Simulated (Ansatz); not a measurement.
GaN:
```xyz
2
Lattice="0.0000 2.2491 2.2491 2.2491 0.0000 2.2491 2.2491 2.2491 0.0000" Properties=species:S:1:pos:R:3 pbc="T T T"
Ga     0.0000     0.0000     0.0000
N      1.1245     1.1245     1.1245
```

Tensor components refer to the Cartesian frame of this cell.

### Question
Give the proper piezoelectric stress tensor with relaxed ions from the program Ansatz at the r²SCAN level (PAW).

### Answer
In C/m², rows x, y, z, Voigt columns; mesh uncertainty up to 0.00.
```
0.00  0.00  0.00  0.35  0.00  0.00
0.00  0.00  0.00  0.00  0.35  0.00
0.00  0.00  0.00  0.00  0.00  0.35
```

The elastic tensor of the same run (GPa):

|  | 1 | 2 | 3 | 4 | 5 | 6 |
|---|---|---|---|---|---|---|
| 1 | 284 | 152 | 152 | 0.0 | 0.0 | 0.0 |
| 2 | 152 | 284 | 152 | 0.0 | 0.0 | 0.0 |
| 3 | 152 | 152 | 284 | 0.0 | 0.0 | 0.0 |
| 4 | 0.0 | 0.0 | 0.0 | 161 | 0.0 | 0.0 |
| 5 | 0.0 | 0.0 | 0.0 | 0.0 | 161 | 0.0 |
| 6 | 0.0 | 0.0 | 0.0 | 0.0 | 0.0 | 161 |

### Question
Convert to strain constants d = e·S.

### Answer
In pC/N:
```
0.0  0.0  0.0  2.2  0.0  0.0
0.0  0.0  0.0  0.0  2.2  0.0
0.0  0.0  0.0  0.0  0.0  2.2
```

Space group F-43m (zinc blende). The r²SCAN relaxation kept the symmetry of its start; phonons on a q-mesh show no instability.

Potentials: the earlier of the program's two PAW sets.
